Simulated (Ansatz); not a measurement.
A plane-wave DFT run in Ansatz 0.2.0 (scalar-relativistic PAW potentials unless the input names others): input and command.

```yaml
crystal:
  lattice:
    - [3.952951199, 0.0, 0.0]
    - [0.0, 4.0387404749, 0.0]
    - [0.0, 0.0, 24.9294267985]
  atoms:
    - { symbol: Ti, position: [0.5, 0.0, 0.3409625126] }
    - { symbol: Al, position: [0.0, 0.5, 0.3409625126] }
    - { symbol: Ti, position: [0.0, 0.0, 0.4202453463] }
    - { symbol: Al, position: [0.5, 0.5, 0.4202453463] }
    - { symbol: Ti, position: [0.5, 0.0, 0.4987940528] }
    - { symbol: Al, position: [0.0, 0.5, 0.5001807851] }
    - { symbol: Ti, position: [0.0, 0.0, 0.5733488066] }
    - { symbol: Al, position: [0.5, 0.5, 0.5820163826] }
    - { symbol: Li, position: [0.0, 0.0, 0.6829969898] }
basis:
  ecutwfc: 420
kpoints:
  mp_grid: { grid: [1, 1, 1] }
hamiltonian:
  xc: pbesol
scf:
  occupations: { method: gaussian, width: 0.1 }
  max_iter: 80
output:
  forces: true
  eigenvalues: true
efield:
  axis: 3
  dipole_correction: true
  ramp_width: 0.04
```

```bash
ansatz run input.yaml --threads 1 --pin off --max-ram 2560MiB --backend cpu --events-out ev --progress --plain --runs-dir out
```

Abridged log:
```
Basis set: ecut = 420 eV, 7815 PW (Γ), exchange–correlation on 54×54×360 points (8 copies of the dense FFT grid, shifted against one another)
Bands: 41, of which v1, the nominal top of the filled ones, is band 32 counted from 1 (31 counted from 0)
Symmetry: 4 space group operations
k-points: 1
SCF iter   1: F=—  HF=-12192.199854 eV  |F-HF|=—  |Δ(HF+E_count)|=         —  Δρ=3.51e-2  dr2=1.16e1  ethr=1.77e-3  p=0.212 e·Å  D=9.63e-2 V/Å  ΔV_dip=-2.40 eV  dr2_dipole=1.01e0  V_vac-E_F(+/−)=2.14/4.54 eV  ⟨swp⟩=13.0  Hψ=213  notcnv=0
efield: sawtooth ramp at fractional position 0.9920 (placed from the atoms, in the widest stretch of the axis that holds none; the zero of the levels goes with the place), width 0.0400; the density the first Hamiltonian is built on has a dipole p = 0.212 e·Å; the dipole correction subtracts the counter field D = 9.63e-2 V/Å, which shifts the + side's vacuum level by -2.40 eV against the − side's; the planar-averaged density in the ramp window peaks in size at 1.7e-5 e/Å³
SCF iter   2: F=—  HF=-12190.631730 eV  |F-HF|=—  |Δ(HF+E_count)|=    1.57e0  Δρ=1.60e-2  dr2=7.27e0  ethr=1.77e-3  p=0.168 e·Å  D=7.65e-2 V/Å  ΔV_dip=-1.91 eV  dr2_dipole=1.10e0  V_vac-E_F(+/−)=2.30/4.20 eV  ⟨swp⟩=4.0  Hψ=87  notcnv=0  defer=3
SCF iter   3: F=—  HF=-12190.669255 eV  |F-HF|=—  |Δ(HF+E_count)|=   3.75e-2  Δρ=1.27e-2  dr2=2.12e0  ethr=1.77e-3  p=0.184 e·Å  D=8.35e-2 V/Å  ΔV_dip=-2.08 eV  dr2_dipole=3.97e-1  V_vac-E_F(+/−)=2.41/4.50 eV  ⟨swp⟩=3.0  Hψ=71  notcnv=0  defer=3
SCF iter   4: F=—  HF=-12190.566768 eV  |F-HF|=—  |Δ(HF+E_count)|=   1.02e-1  Δρ=1.11e-2  dr2=1.13e0  ethr=1.77e-3  p=0.179 e·Å  D=8.14e-2 V/Å  ΔV_dip=-2.03 eV  dr2_dipole=1.30e-1  V_vac-E_F(+/−)=2.58/4.61 eV  ⟨swp⟩=3.0  Hψ=57  notcnv=0  defer=3
SCF iter   5: F=—  HF=-12190.468189 eV  |F-HF|=—  |Δ(HF+E_count)|=   9.86e-2  Δρ=3.16e-3  dr2=3.49e-1  ethr=1.77e-3  p=0.174 e·Å  D=7.92e-2 V/Å  ΔV_dip=-1.97 eV  dr2_dipole=1.47e-1  V_vac-E_F(+/−)=2.73/4.70 eV  ⟨swp⟩=2.0  Hψ=54  notcnv=0  defer=3
SCF iter   6: F=—  HF=-12190.467704 eV  |F-HF|=—  |Δ(HF+E_count)|=   4.85e-4  Δρ=2.00e-3  dr2=2.00e-1  ethr=5.54e-4  p=0.166 e·Å  D=7.55e-2 V/Å  ΔV_dip=-1.88 eV  dr2_dipole=1.23e-1  V_vac-E_F(+/−)=2.89/4.77 eV  ⟨swp⟩=2.0  Hψ=44  notcnv=0  defer=3
SCF iter   7: F=—  HF=-12190.463222 eV  |F-HF|=—  |Δ(HF+E_count)|=   4.48e-3  Δρ=1.10e-3  dr2=1.03e-1  ethr=3.17e-4  p=0.162 e·Å  D=7.36e-2 V/Å  ΔV_dip=-1.84 eV  dr2_dipole=7.14e-2  V_vac-E_F(+/−)=2.96/4.79 eV  ⟨swp⟩=2.0  Hψ=41  notcnv=0  defer=3
SCF iter   8: F=—  HF=-12190.463220 eV  |F-HF|=—  |Δ(HF+E_count)|=   1.37e-6  Δρ=7.47e-4  dr2=1.46e-2  ethr=1.63e-4  p=0.140 e·Å  D=6.36e-2 V/Å  ΔV_dip=-1.58 eV  dr2_dipole=1.03e-2  V_vac-E_F(+/−)=3.17/4.76 eV  ⟨swp⟩=2.0  Hψ=50  notcnv=0  defer=3
   ...
SCF iter  10: F=—  HF=-12190.462834 eV  |F-HF|=—  |Δ(HF+E_count)|=   9.42e-5  Δρ=2.14e-4  dr2=1.11e-3  ethr=7.24e-6  p=0.127 e·Å  D=5.79e-2 V/Å  ΔV_dip=-1.44 eV  dr2_dipole=4.77e-4  V_vac-E_F(+/−)=3.26/4.70 eV  ⟨swp⟩=2.0  Hψ=44  notcnv=0  defer=3
SCF iter  11: F=—  HF=-12190.462842 eV  |F-HF|=—  |Δ(HF+E_count)|=   7.98e-6  Δρ=1.41e-4  dr2=4.02e-4  ethr=1.76e-6  p=0.125 e·Å  D=5.67e-2 V/Å  ΔV_dip=-1.41 eV  dr2_dipole=7.90e-5  V_vac-E_F(+/−)=3.27/4.69 eV  ⟨swp⟩=2.0  Hψ=42  notcnv=0  defer=3
SCF iter  12: F=—  HF=-12190.462852 eV  |F-HF|=—  |Δ(HF+E_count)|=   1.02e-5  Δρ=7.28e-5  dr2=6.06e-5  ethr=6.38e-7  p=0.124 e·Å  D=5.62e-2 V/Å  ΔV_dip=-1.40 eV  dr2_dipole=3.48e-6  V_vac-E_F(+/−)=3.28/4.68 eV  ⟨swp⟩=2.0  Hψ=49  notcnv=0  defer=3
SCF iter  13: F=—  HF=-12190.463016 eV  |F-HF|=—  |Δ(HF+E_count)|=   1.64e-4  Δρ=5.13e-5  dr2=3.19e-5  ethr=9.62e-8  p=0.124 e·Å  D=5.62e-2 V/Å  ΔV_dip=-1.40 eV  dr2_dipole=4.06e-6  V_vac-E_F(+/−)=3.28/4.68 eV  ⟨swp⟩=2.0  Hψ=51  notcnv=0  defer=3
SCF iter  14: F=—  HF=-12190.463016 eV  |F-HF|=—  |Δ(HF+E_count)|=   7.98e-7  Δρ=1.92e-5  dr2=4.08e-6  ethr=5.06e-8  p=0.123 e·Å  D=5.61e-2 V/Å  ΔV_dip=-1.40 eV  dr2_dipole=2.06e-9  V_vac-E_F(+/−)=3.28/4.68 eV  ⟨swp⟩=2.0  Hψ=39  notcnv=0  defer=3
SCF iter  15: F=—  HF=-12190.463017 eV  |F-HF|=—  |Δ(HF+E_count)|=   3.37e-7  Δρ=1.07e-5  dr2=1.29e-6  ethr=6.47e-9  p=0.123 e·Å  D=5.61e-2 V/Å  ΔV_dip=-1.40 eV  dr2_dipole=4.80e-8  V_vac-E_F(+/−)=3.28/4.68 eV  ⟨swp⟩=2.0  Hψ=53  notcnv=0  defer=3
SCF iter  16: F=—  HF=-12190.463017 eV  |F-HF|=—  |Δ(HF+E_count)|=   1.39e-7  Δρ=4.81e-6  dr2=2.56e-7  ethr=2.05e-9  p=0.124 e·Å  D=5.62e-2 V/Å  ΔV_dip=-1.40 eV  dr2_dipole=1.94e-8  V_vac-E_F(+/−)=3.28/4.68 eV  ⟨swp⟩=2.0  Hψ=56  notcnv=0  defer=3
SCF iter  17: F=-12190.463017 eV  HF=-12190.463017 eV  |F-HF|=3.77e-8  |Δ(HF+E_count)|=   5.34e-8  Δρ=2.49e-6  dr2=6.01e-8  ethr=1.59e-10  p=0.124 e·Å  D=5.62e-2 V/Å  ΔV_dip=-1.40 eV  dr2_dipole=4.55e-9  V_vac-E_F(+/−)=3.28/4.68 eV  ⟨swp⟩=16.0  Hψ=181  notcnv=0
SCF 1 converged in 17 iterations: F = -12190.463017 eV  dr2 = 6.01e-8
SCF converged after 17 iterations
Free energy (F): -12190.463017 eV
Harris-Foulkes:  -12190.463017 eV  (|F-HF|=3.77e-8)
Internal energy: -12190.316276 eV  (E = F + TS)
E sigma→0 (E₀):  -12190.389646 eV
Entropy (-TS):   -0.146741 eV (-16.305 meV/atom)
Fermi energy:    1.388705 eV
Dipole field:    D = 0.056263 V/Å  (p = 0.123749 e·Å, saw-weighted, corrected)
Work function:   Φ+ = 3.2782 eV   Φ− = 4.6808 eV
Levels:          The Fermi level and band energies are counted from a zero that moves with the ramp; work functions are not
--- Forces (eV/Å), atoms counted from 1 ---
  atom   1  Ti     0.00000000     0.00000000     0.29969575
  atom   2  Al     0.00000000     0.00000000     2.36195129
  atom   3  Ti     0.00000000     0.00000000    -0.34401514
  atom   4  Al     0.00000000     0.00000000    -0.68444470
  atom   5  Ti     0.00000000     0.00000000    -0.21422316
  atom   6  Al     0.00000000     0.00000000     0.57161534
  atom   7  Ti     0.00000000     0.00000000    -0.31105635
  atom   8  Al     0.00000000     0.00000000    -2.66028058
  atom   9  Li     0.00000000     0.00000000     0.98070562
```

Problem. Find the fault.

Solution. The fault is one k-point for a small cell (kpoints.mp_grid.grid: [7, 7, 1] → [1, 1, 1], the first being the value of the sound run). Setting it back cures it. The run converged all the same, with an energy at zero smearing 636 meV/atom above the reference's, largest force 2.660 eV/Å, no gap on the mesh, so convergence alone doesn't show that an input is right. A reference run on usual settings, whose relaxation ended at this geometry, converged, and the end of its own relaxation has largest force 0.440 eV/Å (on an atom or along a direction that it held fixed), no gap on the mesh.

The run took 1.6 s on 1 thread of AMD EPYC 9R45 96-Core Processor (Zen 5), with other jobs on the host, peak memory 0.47 GiB.